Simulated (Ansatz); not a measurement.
## Sr2PPd2: reading a single point

```
CELL_PARAMETERS angstrom
4.95528 2.89074 0.00000
4.95528 -2.89074 0.00000
1.82590 0.00000 -7.80318
ATOMIC_POSITIONS crystal
Pd 0.27382 0.99836 0.99744
Pd 0.00164 0.72618 0.50256
Pd 0.72618 0.00164 0.00256
Pd 0.99836 0.27382 0.49744
P 0.13120 0.86880 0.75000
P 0.86880 0.13120 0.25000
Sr 0.49302 0.21062 0.64778
Sr 0.78938 0.50698 0.85222
Sr 0.50698 0.78938 0.35222
Sr 0.21062 0.49302 0.14778
```

The numbers come from plane-wave PAW DFT (Ansatz): r2SCAN, no spin polarisation, 500 eV, 6×6×4 Γ-centred k points, fermi-dirac occupations (width 0.1 eV). Nothing was relaxed.

- Electronic structure: It is a metal, with about 5.6 states/eV a cell as the mean within 0.25 eV of the Fermi level.
- Charges: Bader charges in e: Sr +1.33, P -1.07, Pd -0.80. In the mean Sr gives up most and P takes most.
- Formation energy: -0.75 eV an atom against the elements' usual phases (free molecules for gases, crystals otherwise, with no correction for O₂ or N₂), so it is bound against them; other compounds may still compete. Relaxing would lower it.
- Stress: The pressure is 0.8 GPa (compression positive), so with the atoms held at these fractions the cell would first expand; the forces are large, so a full relaxation may end otherwise. The principal stresses 0.1, 0.9, 1.2 GPa differ, so its shape would change too.
- Contacts: Pd–Pd at 2.61 Å: least valence density 0.41 e/Å³ and ELF 0.26 there. Pd–P at 2.64 Å: least valence density 0.35 e/Å³ and ELF 0.31 there. Pd–Sr at 3.08 Å: least valence density 0.14 e/Å³ and ELF 0.08 there. These are pseudo-fields; inside the PAW spheres they differ from the all-electron ones.
- Forces: The largest is on Pd1 (and as large on other atoms): 1.29 eV/Å, components (-1.07, -0.70, -0.14). It makes 172° with the line to a nearest neighbour, Pd3 at 2.61 Å, pointing away from it.

Origin: a known structure type with other elements, at an estimated volume, so it need not be a known compound.
